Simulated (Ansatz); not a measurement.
The relaxed structure here is a generated cell of WC: the first start was made by placing the elements on the sites of a structure type, and the end was not matched to a known phase here, so it may be hypothetical. Known forms of WC include space group No. 187.

One starting cell of WC (a generated cell, WC placed in the NbAs structure type) was relaxed twice with Ansatz (plane waves, PAW, scalar-relativistic): with r2SCAN at 500 eV and with PBE at 420 eV. The r2SCAN result:

```cif
data_C2W2
_chemical_formula_sum 'W2 C2'
_space_group_name_H-M_alt 'P 1'
_space_group_IT_number 1
_cell_length_a 5.43791
_cell_length_b 5.43791
_cell_length_c 5.43791
_cell_angle_alpha 149.366
_cell_angle_beta 149.366
_cell_angle_gamma 43.872
loop_
_space_group_symop_operation_xyz
  'x, y, z'
loop_
_atom_site_label
_atom_site_type_symbol
_atom_site_fract_x
_atom_site_fract_y
_atom_site_fract_z
_atom_site_occupancy
W1 W 0.99929 0.99929 0.00000 1
W2 W 0.74929 0.24929 0.50000 1
C1 C 0.41671 0.41671 0.00000 1
C2 C 0.16671 0.66671 0.50000 1
```

```csv
quantity,r2SCAN,PBE
space group,I4₁md,I4₁md
volume (Å³/atom),10.41,10.52
a (Å),2.873,2.884
c (Å),10.088,10.119
"gap (eV, no spin-orbit coupling)",0.00,0.00
```

Both levels end in the same structure; PBE's volume is 1.1 % larger. Neither column is exact.

No spin polarisation in the result.

The run could not lose the symmetry of its start: the end is stationary, and may be a saddle point rather than a minimum.

Ansatz is a first-principles code.
